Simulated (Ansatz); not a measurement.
IrW:
```cif
data_IrW
_chemical_formula_sum 'Ir1 W1'
_space_group_name_H-M_alt 'P4/mmm'
_space_group_IT_number 123
_space_group_name_Hall '-P 4 2'
_cell_length_a 2.77579
_cell_length_b 2.77579
_cell_length_c 3.93230
_cell_angle_alpha 90.000
_cell_angle_beta 90.000
_cell_angle_gamma 90.000
loop_
_atom_site_label
_atom_site_type_symbol
_atom_site_symmetry_multiplicity
_atom_site_Wyckoff_symbol
_atom_site_fract_x
_atom_site_fract_y
_atom_site_fract_z
_atom_site_occupancy
Ir1 Ir 1 a 0.00000 0.00000 0.00000 1
W1 W 1 d 0.50000 0.50000 0.50000 1
```

Relaxed at zero pressure with DFT-PBE in the program Ansatz with PAW potentials.

**Question.** The volume is lowered by 6 % and shape and atoms relax at that volume. What pressure results, and how do the axes share the change?

**Answer.** 23.9 GPa; a -2.1 %, b -2.1 %, c -2.0 %; the energy rises by 64 meV/atom.

**Question.** Give the new structure.

**Answer.** 
Space group P4/mmm (No. 123); a = b = 2.718 Å, c = 3.855 Å, α = β = γ = 90.00°

```
atom  site  symmetry       x       y       z
----  ----  --------  ------  ------  ------
Ir      1a     4/mmm  0.0000  0.0000  0.0000
W       1d     4/mmm  0.5000  0.5000  0.5000
```

The phase is kept; no other phase was compared at this pressure.

The start of the workflow was typed in or built on a structure type; neither database checked (COD, Materials Project) lists it. COD files the formula under space group No. 51. Its standing as an ambient phase is unchecked. Symmetry was held in the PBE relaxation; whether a distortion lowers the energy is not shown. The run is not spin-polarised. Axis ratios of metals converge slowly with the k-mesh, so a and c are less sure than the volume. Scalar-relativistic: spin–orbit coupling is off unless named, which matters more the heavier the elements.

Potentials: the earlier of the program's two PAW sets.
